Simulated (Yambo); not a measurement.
Yambo run on SrCd$_{2}$P$_{2}$ (space group P-3m1, No. 164). The wavefunctions are LDA (pw.x of Quantum ESPRESSO, ONCV potentials, scalar-relativistic) ones on a 3×3×2 mesh (30 occupied bands); a = 4.360 Å, b = 4.360 Å, c = 7.312 Å, α = 90.00°, β = 90.00°, γ = 120.00°.

Yambo input:

```
rim_cut
HF_and_locXC
RandQpts= 1000000
RandGvec= 1 Ry
EXXRLvcs= 102 Ry
VXCRLvcs= 408 Ry
% QPkrange
 1 | 1 | 30 | 31 |
 2 | 2 | 30 | 31 |
%
```

k points by index: 1 = Γ, 2 = A.

Resulting energies as the program prints them:

```
#    K-point    Band    Eo [eV]    Ehf [eV]    Vxc [eV]    Vnlxc [eV]
#
    1    30    0.000000    -1.919179    -13.09565    -15.01483
    1    31    0.543906    4.760443    -10.80459    -6.588051
    2    30    -0.599833    -2.741542    -12.89610    -15.03781
    2    31    0.726826    5.299956    -11.91948    -7.346347
```
Exchange alone, without screening.

Spin-orbit coupling is not included.

Geometry of the Materials Project entry, not relaxed at this level.

The structure is a Materials Project entry; no match was found in the copy of COD used, and its stability was not checked.
